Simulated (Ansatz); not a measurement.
K2S:
```cif
data_K8S4
_chemical_formula_sum 'K8 S4'
_space_group_name_H-M_alt 'Fm-3m'
_space_group_IT_number 225
_space_group_name_Hall '-F 4 2 3'
_cell_length_a 7.33589
_cell_length_b 7.33589
_cell_length_c 7.33589
_cell_angle_alpha 90.000
_cell_angle_beta 90.000
_cell_angle_gamma 90.000
loop_
_atom_site_label
_atom_site_type_symbol
_atom_site_symmetry_multiplicity
_atom_site_Wyckoff_symbol
_atom_site_fract_x
_atom_site_fract_y
_atom_site_fract_z
_atom_site_occupancy
K1 K 8 c 0.25000 0.25000 0.25000 1
S1 S 4 a 0.00000 0.00000 0.00000 1
```
(The calculation used a cell of 3 atoms; values per cell refer to that cell.)

Relaxed with PBEsol. Independent-particle spectrum: no excitons, no local fields, no scissors shift; 0.1 eV broadening; ε₁ of the summed bands alone.

Tabulate the dielectric function from the program Ansatz at the PBEsol level (PAW).



| E (eV) | ε₁ xx | ε₂ xx |
|---|---|---|
| 0.0 | 3.57 | 0.00 |
| 0.4 | 3.59 | 0.00 |
| 0.8 | 3.63 | 0.00 |
| 1.2 | 3.72 | 0.00 |
| 1.6 | 3.85 | 0.00 |
| 2.0 | 4.07 | 0.00 |
| 2.4 | 4.52 | 0.00 |
| 2.8 | 5.04 | 0.81 |
| 3.2 | 5.06 | 1.24 |
| 3.6 | 5.52 | 2.21 |
| 4.0 | 4.77 | 3.98 |
| 4.4 | 0.24 | 3.34 |
| 4.8 | 2.73 | 0.23 |
| 5.2 | 6.91 | 1.02 |
| 5.6 | 2.38 | 7.17 |
| 6.0 | 0.59 | 5.14 |
| 6.4 | -0.18 | 3.18 |
| 6.8 | -0.08 | 1.43 |
| 7.2 | 1.69 | 1.89 |
| 7.6 | 1.58 | 2.41 |
| 8.0 | 1.81 | 2.41 |
| 8.4 | 1.08 | 3.75 |
| 8.8 | -1.21 | 2.57 |
| 9.2 | -0.98 | 0.76 |
| 9.6 | -0.14 | 0.66 |
| 10.0 | 0.15 | 0.48 |
| 10.4 | 0.49 | 0.44 |
| 10.8 | 0.80 | 0.26 |
| 11.2 | 1.30 | 0.34 |
| 11.6 | 1.48 | 1.19 |
| 12.0 | 1.02 | 1.42 |

From ε at 3.5 eV (xx: 5.51 + 1.86i), find n, k, the normal reflectivity and the absorption coefficient.

n = 2.38, k = 0.391, R = 18 %, α = 2kE/ħc = 140000 cm⁻¹.

With all bands, ε∞ without local fields is 3.60. DFPT, with local fields, gives 3.16.

Symmetry was held in the PBEsol relaxation.

Potentials: the later of the program's two PAW sets.
